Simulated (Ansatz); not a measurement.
Consider the following.

NbCo2:
```yaml
crystal:
  lattice:
    - [4.79196, 0.00000, 0.00000]
    - [-2.39598, 4.14996, 0.00000]
    - [0.00000, 0.00000, 7.89819]
  atoms:
    - { symbol: Nb, position: [0.33333, 0.66667, 0.44031] }
    - { symbol: Nb, position: [0.66667, 0.33333, 0.55969] }
    - { symbol: Nb, position: [0.66667, 0.33333, 0.94031] }
    - { symbol: Nb, position: [0.33333, 0.66667, 0.05969] }
    - { symbol: Co, position: [0.00000, 0.00000, 0.50000] }
    - { symbol: Co, position: [0.00000, 0.00000, 0.00000] }
    - { symbol: Co, position: [0.83091, 0.16909, 0.25000] }
    - { symbol: Co, position: [0.16909, 0.83091, 0.75000] }
    - { symbol: Co, position: [0.66181, 0.83091, 0.75000] }
    - { symbol: Co, position: [0.33819, 0.16909, 0.25000] }
    - { symbol: Co, position: [0.83091, 0.66181, 0.25000] }
    - { symbol: Co, position: [0.16909, 0.33819, 0.75000] }
```
The run is spin-polarised.

This is the r²SCAN-relaxed structure.

**Question.** All from plane-wave PAW r²SCAN (Ansatz code), unless another level is named. Give the magnetic order.

**Answer.** ferromagnetic.

**Question.** Next, the Bader charges?

**Answer.** Nb +0.88, Co -0.46 to -0.43 e.

Space group P6_3/mmc. The workflow started from a Materials Project entry (that database holds measured and hypothetical structures alike); the Crystallography Open Database copy checked does not list it. COD files the formula under space group No. 227. Its standing as an ambient phase is unchecked. The cell was relaxed with r²SCAN under the symmetry of its start; its stability against distortions is not shown here. The final state is ferromagnetic, chosen from 3 collinear starts compared on coarse meshes (ties went to the first, and starts can fall back to one state), not a proven ground state. Other orbital occupations within this spin state were not tried.

Potentials: the later of the program's two PAW sets.
